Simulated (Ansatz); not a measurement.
Input and command of a calculation in Ansatz (plane waves; scalar-relativistic PAW potentials unless the input names others):

```yaml
crystal:
  lattice:
    - [6.0325189966, 0.0, 0.0]
    - [-3.0162594983, 5.2243146999, 0.0]
    - [0.0, 0.0, 3.3020967726]
  atoms:
    - { symbol: Hg, position: [0.5, 0.0, 0.0] }
    - { symbol: Hg, position: [0.5, 0.5, 0.0] }
    - { symbol: Hg, position: [0.0, 0.5, 0.0] }
    - { symbol: H, position: [0.0, 0.0, 0.0] }
    - { symbol: H, position: [0.3333333333, 0.6666666667, 0.5] }
    - { symbol: H, position: [0.6666666667, 0.3333333333, 0.5] }
basis:
  ecutwfc: 420
kpoints:
  mp_grid: { grid: [6, 6, 12] }
hamiltonian:
  xc: pbe
  pseudopotentials: { kind: nc }
scf:
  occupations: { method: gaussian, width: 0.1 }
  max_iter: 80
output:
  forces: true
  eigenvalues: true
  stress: true
magnetization:
  spin_polarized: true
  spin_orbit: true
```

```bash
ansatz run input.yaml --threads 1 --pin off --max-ram 2560MiB --backend cpu --events-out ev --progress --plain --runs-dir out
```

Task: What is wrong with this input?

Result: The program refuses it, because of spin-orbit coupling on scalar files and without noncollinear: true (magnetization: not typed → {"spin_polarized": true, "spin_orbit": true}; hamiltonian.pseudopotentials: not typed → {"kind": "nc"}). Without those keys it is accepted.

Abridged log:
```
Error: 2 input errors — fix all and re-run
  1. inconsistent input (magnetization.spin_orbit, magnetization.noncollinear): true requires noncollinear: true — spin–orbit coupling acts on 2-spinor wavefunctions; set both flags
  2. inconsistent input (magnetization.spin_orbit, hamiltonian.pseudopotentials.kind): true requires a fully-relativistic hamiltonian.pseudopotentials.kind (nc_fr or paw_fr), or kind: all_electron without datasets and azcp, which then solves Dirac's equation on LAPW. paw_fr resolves this project's PAW files (source: ansatz) by j as it reads them
```